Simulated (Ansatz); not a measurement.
Relaxed-ion elastic tensor of MnCl2 in space group R-3m (No. 166; Mn on 3a, Cl on 6c) in GPa (Voigt order), plane-wave PAW r²SCAN+D4 (Ansatz code); density 3.04 g/cm³, 22.90 Å³ per atom.

```
67.7  21.4   8.6  -1.4   0.0   0.0
21.4  67.7   8.6   1.4   0.0   0.0
 8.6   8.6  22.3   0.0   0.0   0.0
-1.4   1.4   0.0   5.3   0.0   0.0
 0.0   0.0   0.0   0.0   5.3  -1.4
 0.0   0.0   0.0   0.0  -1.4  23.2
```

**Question.** Is the crystal mechanically stable?

**Answer.** Yes: the smallest eigenvalue of C is 5.2 GPa.

**Question.** Work out the Voigt, Reuss and Hill averages.

**Answer.** K_V = 26.1, K_R = 18.5, K_H = 22.3; G_V = 14.7, G_R = 9.0, G_H = 11.9 GPa.

**Question.** Give Young's modulus, Poisson's ratio, Pugh's ratio and the universal anisotropy index.

**Answer.** E = 9KG/(3K + G) = 30.2 GPa; ν = 0.27; K/G = 1.88 (ductile by the Pugh limit of 1.75); A_U = 5G_V/G_R + K_V/K_R − 6 = 3.56.

**Question.** Estimate the sound speeds and the Debye temperature.

**Answer.** v_l = √((K + 4G/3)/ρ) = 3540 m/s, v_t = √(G/ρ) = 1980 m/s, mean 2200 m/s; Θ = (h/k)(3n/4πV)^(1/3) v_m = 231 K.

**Question.** Solve the Christoffel equation for the three sound speeds along x, y, z.

**Answer.** Eigenvalues of C_ijkl n_j n_l equal ρv². In km/s, slowest first: x 1.31, 2.77, 4.72; y 1.32, 2.76, 4.72; z 1.33, 1.33, 2.71.

**Question.** How much does each axis shrink under pressure?

**Answer.** Linear compressibilities β_i = Σ_j S_ij (j = 1 to 3): x 7.4, y 7.4, z 39 per TPa.

The first step of the workflow began from a Materials Project structure, measured or hypothetical; the Crystallography Open Database files this formula in space group No. 166, but the cells were not matched. Its standing as an ambient phase is unchecked. Symmetry was held in the r²SCAN+D4 relaxation; its stability against distortions is not shown here. The final state is ferromagnetic, chosen from 4 collinear starts compared on coarse meshes (ties went to the first, and starts can fall back to one state), not a proven ground state. Other orbital occupations within this spin state were not tried. No Hubbard U is applied.

Potentials: the later of the program's two PAW sets.
